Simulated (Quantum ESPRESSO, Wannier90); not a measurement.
## Ge (P6₃/mmc, model phase), plane waves to Wannier functions

```
begin unit_cell_cart
ang
    3.9975897861    0.0000000000    0.0000000000
   -1.9987948931    3.4620143087    0.0000000000
    0.0000000000    0.0000000000    6.5993800000
end unit_cell_cart
begin atoms_frac
Ge  -0.3333333333  0.3333333333  0.0629000000
Ge   0.3333333333 -0.3333333333 -0.0629000000
Ge   0.3333333333 -0.3333333333 -0.4371000000
Ge  -0.3333333333  0.3333333333  0.4371000000
end atoms_frac
```

Structure: Materials Project mp-1007760, symmetrised, not relaxed again. This isn't the element's usual structure (diamond); take it as a model of another phase. Computed values, not measurements, from PBEsol: Quantum ESPRESSO (norm-conserving PseudoDojo potentials, cutoff 63 Ry, no spin polarisation, no spin-orbit coupling) on a Γ-centred 12×12×4 mesh, then Wannier90. Density: 12×12×6 mesh, cold smearing 0.01 Ry. Spin-orbit coupling, left out, would split the p-like bands by a few tenths of an eV.

A tight-binding model is made by disentanglement and projection with no localisation steps (num_iter = 0), so the 16 orbitals stay atom-like: hydrogen-like Ge: s;p, axes along x, y, z; frozen window up to 1.50 eV relative to the Fermi level. It follows pw.x to 3.7 meV rms for states up to 1.0 eV relative to the Fermi level. Matrix elements depend on this choice of orbitals and windows.

Task: What are the on-site energies relative to the Fermi level, and how fast do the hoppings decay?

Result: 
```tsv
atom	orbitals	energy (eV)
Ge1	s	-5.98
Ge1	pz	1.26
Ge1	px py	1.28
Ge2	s	-5.98
Ge2	pz	1.26
Ge2	px py	1.28
Ge3	s	-5.98
Ge3	pz	1.26
Ge3	px py	1.28
Ge4	s	-5.98
Ge4	pz	1.26
Ge4	px py	1.28
```

```tsv
distance of the centres (Å)	largest modulus (eV)
2–3	2.7
3–4	0.72
4–5	0.25
5–6	0.15
6–7	0.20
7–8	0.038
8–9	0.043
9–10	0.059
10–11	0.017
11–12	0.0038
12–13	0.0035
```
